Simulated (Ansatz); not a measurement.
Mo2C:
```
CELL_PARAMETERS angstrom
      4.72384     0.00000     0.00000
      0.00000     6.04861     0.00000
      0.00000     0.00000     5.21107
ATOMIC_POSITIONS crystal
  Mo 0.24480 0.87850 0.07961
  Mo 0.75520 0.12150 0.92039
  Mo 0.25520 0.62150 0.57961
  Mo 0.74480 0.37850 0.42039
  Mo 0.74480 0.62150 0.92039
  Mo 0.25520 0.37850 0.07961
  Mo 0.75520 0.87850 0.42039
  Mo 0.24480 0.12150 0.57961
  C  0.50000 0.87746 0.75000
  C  0.50000 0.12254 0.25000
  C  0.00000 0.62254 0.25000
  C  0.00000 0.37746 0.75000
```

Relaxed with r²SCAN. Special points in fractions of this cell's reciprocal vectors: Γ (0.000, 0.000, 0.000); X (0.500, 0.000, 0.000); S (0.500, 0.500, 0.000); Y (0.000, 0.500, 0.000); Z (0.000, 0.000, 0.500); U (0.500, 0.000, 0.500); R (0.500, 0.500, 0.500); T (0.000, 0.500, 0.500).

### Question
List the band energies nearest the Fermi level at these points for plane-wave PAW r²SCAN with spin–orbit coupling (Ansatz code).

### Answer
In eV from the Fermi level; about four levels below and three above (degenerate sets whole), none deeper than 8.9 eV; points with the same levels are listed once.

| k | below | above |
|---|---|---|
| Γ | -0.70 -0.70 -0.65 -0.65 | 0.57 0.57 0.89 0.89 |
| X | -0.92 -0.92 -0.92 -0.92 | 0.98 0.98 0.98 0.98 |
| S | -0.83 -0.83 -0.76 -0.76 | 0.27 0.27 0.33 0.33 |
| Y | -0.44 -0.44 -0.44 -0.44 | 0.18 0.18 0.18 0.18 |
| Z | -0.47 -0.47 -0.47 -0.47 | 0.10 0.10 0.10 0.10 |
| U | -0.64 -0.64 -0.64 -0.64 | 0.76 0.76 0.76 0.76 |
| R | -0.71 -0.71 -0.71 -0.71 | 1.77 1.77 1.77 1.77 |
| T | -2.13 -2.13 -2.13 -2.13 | 0.10 0.10 0.10 0.10 0.10 0.10 0.10 0.10 |

Space group Pbcn. The workflow started from a Materials Project entry (that database holds measured and hypothetical structures alike); the Crystallography Open Database files this formula in space group No. 60, but the cells were not matched. Whether it is the stable phase at ambient conditions was not checked. The cell was relaxed with r²SCAN under the symmetry of its start; its stability against distortions is not shown here. The run is not spin-polarised.

Potentials: the earlier of the program's two PAW sets.
